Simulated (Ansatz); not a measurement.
# Stationary points along a deformation path in HfO2

Method: DFT r2SCAN, scalar-relativistic, plane waves, PAW (Ansatz 0.2.0). The runs took a 500 eV cutoff, a Γ-centred 8×8×8 mesh and Gaussian smearing (0.05 eV). Spin–orbit coupling is left out, which matters for the heavy elements here. No spin polarisation. Energies are free energies at this smearing, counted from the undisturbed cell; pressure is positive in compression.

The undisturbed cell (as given, not relaxed at this level; it stands at -8.4 GPa; this fluorite-type form isn't the usual structure):

```
CELL_PARAMETERS angstrom
0.00000 2.55750 2.55750
2.55750 0.00000 2.55750
2.55750 2.55750 0.00000
ATOMIC_POSITIONS crystal
Hf 0.00000 0.00000 0.00000
O 0.25000 0.25000 0.25000
O 0.75000 0.75000 0.75000
```

At fixed volume and fractional coordinates, lengths along (0.000, 0.000, 1.000) are scaled against those across it; ρ is that ratio over its starting value. V = 11.152 Å³/atom. Δσ is the stress along the axis less the mean stress across it (compression positive).

```csv
ρ,ΔE (meV/atom),Δσ (GPa),space group
0.650,1698.0,103.12,I4/mmm
0.707,1305.9,122.66,I4/mmm
0.780,690.1,123.43,I4/mmm
0.850,290.2,77.85,I4/mmm
0.920,75.9,39.26,I4/mmm
0.960,18.2,19.19,I4/mmm
1.000,0.0,0.00,Fm-3m
1.050,26.2,-23.23,I4/mmm
1.100,100.8,-46.03,I4/mmm
1.200,376.6,-91.16,I4/mmm
1.300,796.6,-135.04,I4/mmm
1.414,1382.2,-163.34,I4/mmm
1.500,1806.5,-148.86,I4/mmm
```

Q: How does the stress give the slope of the energy, and where is the energy stationary?

A: Along the path d ln(length) is 2/3 d ln ρ on the axis and −1/3 d ln ρ across it, so dE/d ln ρ = −(2/3) V Δσ: the energy falls with ρ where Δσ is positive. Δσ vanishes or changes sign at ρ = 1.000 (Fm-3m), a minimum at 0.0 meV/atom. Pairs of stationary points between two samples would go unseen, and could change a minimum read from distant neighbours into a maximum. At ρ = 1.000 the cell is cubic, where symmetry alone makes the stress isotropic and the slope zero.

Q: Which shear constant sets the curvature at ρ = 1?

A: For a cubic crystal E/V = (2/3) C (ln ρ)² with C = C′ = (C11 − C12)/2, so Δσ = −2C ln ρ. The parabola of Δσ against ln ρ through ρ = 0.960, 1 and 1.050 gives C ≈ 236 GPa with the ions clamped, rough because the steps are large. It is the stress–strain coefficient at this cell's pressure of -8.4 GPa, not the zero-pressure constant.

Q: Integrate that slope from ρ = 1 to 0.850 by the trapezoid rule.

A: With V/N in Å³ and 1 eV/Å³ = 160.2 GPa the slopes at ρ = 1.000, 0.960, 0.920, 0.850 are 0, -890, -1822, -3613 meV/atom per unit of ln ρ. The steps add 18.2 + 57.7 + 215.0 = 290.9 meV/atom, against 290.2 from the energies; the trapezoid rule misses the curvature of the slope within each step.

The gap closes along the scan, which can put kinks into the curve.